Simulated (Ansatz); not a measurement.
Mg2Sn:
```xyz
6
Lattice="2.1496 -7.0165 0.0000 2.1496 7.0165 0.0000 0.0000 0.0000 4.5062" Properties=species:S:1:pos:R:3 pbc="T T T"
Mg     2.1496     1.0995     1.1266
Mg     2.1496    -1.0995     3.3797
Mg     2.1496    -3.5330     1.1266
Mg     2.1496     3.5330     3.3797
Sn     2.1496     5.6402     1.1266
Sn     2.1496    -5.6402     3.3797
```

Relaxed with PBEsol. Special points in fractions of this cell's reciprocal vectors: Γ (0.000, 0.000, 0.000); Y (-0.500, 0.500, 0.000); C0 (-0.273, 0.727, 0.000); Σ0 (0.273, 0.273, 0.000); Z (0.000, 0.000, 0.500); A0 (0.273, 0.273, 0.500); E0 (-0.273, 0.727, 0.500); T (-0.500, 0.500, 0.500); S (0.000, 0.500, 0.000); R (0.000, 0.500, 0.500).

Task: List the band energies nearest the Fermi level at these points for DFT-PBEsol in the program Ansatz with PAW potentials.

Result: In eV from the Fermi level; about four levels below and three above (degenerate sets whole), none deeper than 8.9 eV; points with the same levels are listed once.

```csv
k,below,above
Γ,-1.92 -0.84 -0.64 -0.35,0.29 0.35 0.83
Y,-1.42 -1.33 -0.89 -0.22,0.80 0.94 1.15
C0,-2.83 -0.67 -0.52 -0.31,0.46 1.70 1.81
Z,-4.24 -4.24 -3.29 -3.29,0.32 0.32 2.34 2.34
A0,-1.52 -1.52 -0.69 -0.69,1.46 1.46 2.47 2.47
T,-5.38 -5.38 -0.58 -0.58,0.19 0.19 0.45 0.45
S,-4.49 -2.29 -1.72 -0.56,0.65 1.03 1.77
R,-2.32 -2.32 -0.02 -0.02,0.49 0.49 4.24 4.24
```

Space group Cmcm. The first step of the workflow began from a Materials Project structure, measured or hypothetical; the Crystallography Open Database copy checked does not list it. COD files the formula under space group No. 225, 227, so this cell is another polymorph or a model. With Mg and Sn taken as one species the cell has the higher symmetry Cmcm, so it may be an ordered model of a mixed-site phase. Whether it is the stable phase at ambient conditions was not checked. Symmetry was held in the PBEsol relaxation; of distortions, only those at the zone centre were tested. Spin–orbit coupling is left out wherever it is not named.

Potentials: the later of the program's two PAW sets.
